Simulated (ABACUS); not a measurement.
A self-consistent single point of W (P4_2/mmc, 8 atoms in the cell; from COD 9008583, changed as shown).

```xyz
8
Lattice="5.1934 0.0000 0.0000 0.0000 5.1420 0.0000 0.0000 0.0000 5.1420" Properties=species:S:1:pos:R:3 pbc="T T T"
W      0.0000     0.0000     0.0000
W      2.5967     2.5710     2.5710
W      0.0000     2.5710     1.2855
W      0.0000     2.5710     3.8565
W      1.2983     0.0000     2.5710
W      3.8950     0.0000     2.5710
W      2.5967     3.8565     0.0000
W      2.5967     1.2855     0.0000
```

Computed with ABACUS with PBEsol, numerical atomic orbitals DZP (confined pseudo-atomic orbitals with Gaussian additions; energy shift 0.003 Ry), PseudoDojo 0.4 standard norm-conserving PBEsol (tails mended) pseudopotentials.

ABACUS settings:

basis: DZP numerical atomic orbitals, energy shift 0.003 Ry
KPT: MP 3 3 3 0 0 0
basis_type: lcao
ecutwfc: 100 Ry
smearing_method: gaussian
smearing_sigma: 0.00367493 Ry
potentials: PseudoDojo 0.4 standard norm-conserving PBEsol (tails mended)
symmetry: 1
symmetry_prec: 1e-05
ks_solver: scalapack_gvx
scf_nmax: 100
scf_thr: 1.0e-07
mixing_type: broyden
mixing_beta: 0.4

Results:

| Property | Result |
|---|---|
| Number of valence electrons | 112 |
| Number of bands | 68 |
| Number of k-points after the program's reduction | 6 |
| Size of the basis | 208 |
| Number of SCF iterations | 12 |
| Free energy E − TS | -16505.3066 eV |
| Fermi level (on the code's own zero) | 20.08 eV |
| Pressure | -17.10 GPa |

Stress (GPa, positive for compression):
```
-19.24    0.00    0.00
  0.00  -16.02    0.00
  0.00    0.00  -16.02
```

For comparison: a first run was changed to give this one (lattice vector a scaled by 1.01), and from it to this one the free energy rises by 18.0 meV/atom and the pressure goes from -14.66 to -17.10 GPa.

The atom-centred basis is finite, which shifts total energies and pressures against plane waves. No clean gap shows at this smearing width and mesh (spacing up to 0.41 Å⁻¹); the mesh is coarse for partly filled bands, so the values carry mesh errors.

Cost on one core: roughly 80 core-seconds.

The atomic orbitals were generated for these runs; they are not ABACUS's published sets and were checked against plane waves on a few crystals only.

“Tails mended”: in these copies of the files the far tail of each local potential was reset to the Coulomb form.
